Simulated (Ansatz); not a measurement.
Formation energy of MgZn2 (C15 type)

```
CELL_PARAMETERS angstrom
0.00000 3.57315 3.57315
3.57315 0.00000 3.57315
3.57315 3.57315 0.00000
ATOMIC_POSITIONS crystal
Mg 0.12500 0.12500 0.12500
Mg 0.87500 0.87500 0.87500
Zn 0.50000 0.50000 0.50000
Zn 0.50000 0.50000 0.00000
Zn 0.50000 0.00000 0.50000
Zn 0.00000 0.50000 0.50000
```

The cell comes from a relaxation on PAW files under the same functional, begun from a prototype that needn't be the stable phase.

Level of theory: DFT with LDA, scalar-relativistic, in Ansatz 0.2.0; a Γ-centred 8×8×8 k mesh, Fermi–Dirac smearing of 0.05 eV, no spin polarisation. LAPW: all electrons, basis error target 1 meV/atom; PAW: frozen-core files, cutoff 420 eV.

The elements are taken as Mg hcp, Zn hcp, each relaxed on PAW files under the same functional and computed by the same method as the compound; zero-point and thermal terms are left out.

The PAW files were made under PBE.

Give the formation energy by each method, with the residual pressure at this cell and the LAPW gap.



| method | ΔE(formation) (eV/atom) | P at this cell (GPa) | gap (eV) |
| --- | --- | --- | --- |
| LAPW | -0.150 | -0.02 | 0.00 |
| PAW | -0.150 | 0.00 | – |

Give the LAPW value for one formula unit in kJ/mol.

-0.150 eV/atom × 3 atoms × 96.485 kJ/(mol·eV) = -43.4 kJ/mol, at zero temperature and without zero-point motion.

What Bader charges does the PAW density give?

Mg1 +1.43 e, Zn3 -0.71 e.
